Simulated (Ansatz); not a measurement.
GaN (CsCl type, space group No. 221) at seven volumes, DFT-r²SCAN in the program Ansatz with PAW potentials, scaled uniformly. One row is withheld.

```csv
V (Å³/atom),P (GPa)
8.947,?
9.242,12.38
9.537,5.66
9.832,0.01
10.127,-4.77
10.422,-8.70
10.717,-12.03
```

### Question
Fit the shown pressures and predict the withheld one.

### Answer
P = (3/2)B₀(x^(7/2) − x^(5/2))[1 + (3/4)(B′ − 4)(x − 1)] with x = (V₀/V)^(2/3). Least squares on the six rows gives V₀ = 9.832 Å³/atom, B₀ = 172 GPa, B′ = 4.88. At V = 8.947, x = 1.0649 and P = 20.43 GPa. The run itself gave 20.25 GPa.

Space group Pm-3m (CsCl type). The cell is a constructed one: a structure type filled with these elements; neither database checked (COD, Materials Project) lists it. It is not the phase usual at ambient conditions (space group No. 186, 216). The r²SCAN relaxation kept the symmetry of its start. At this level the phase is mechanically unstable.

Potentials: the earlier of the program's two PAW sets.
